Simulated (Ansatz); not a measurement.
Input:

AlNi (CsCl type)

```yaml
crystal:
  lattice:
    - [2.89304, 0.00000, 0.00000]
    - [0.00000, 2.89304, 0.00000]
    - [0.00000, 0.00000, 2.89304]
  atoms:
    - { symbol: Al, position: [0.00000, 0.00000, 0.00000] }
    - { symbol: Ni, position: [0.50000, 0.50000, 0.50000] }
```

This relaxed cell (volume V₀) is scaled evenly in all directions, its shape held. Symmetry pins the atoms to their sites.

Level of theory: PBE (plane waves to 420 eV, PAW, scalar-relativistic; Ansatz, a first-principles code). k mesh 17×17×17 (Γ-centred), Fermi-Dirac smearing 0.05 eV. E stands for the smeared free energy. Stress and pressure are positive under compression. AlNi is run without spin polarisation. AlNi was relaxed with its symmetry unable to fall. ΔE is measured from the relaxed starting cell.

The scan covers V/V₀ from 0.840 to 1.160 in 11 points.

Problem. What is the fitted pressure derivative B₀′?

Solution. 4.4.

Problem. What bulk modulus B₀ follows from a third-order Birch-Murnaghan fit?

Solution. 159 GPa.

(Under strain, the slope of the energy per volume gives the stress and its curvature an elastic modulus.)
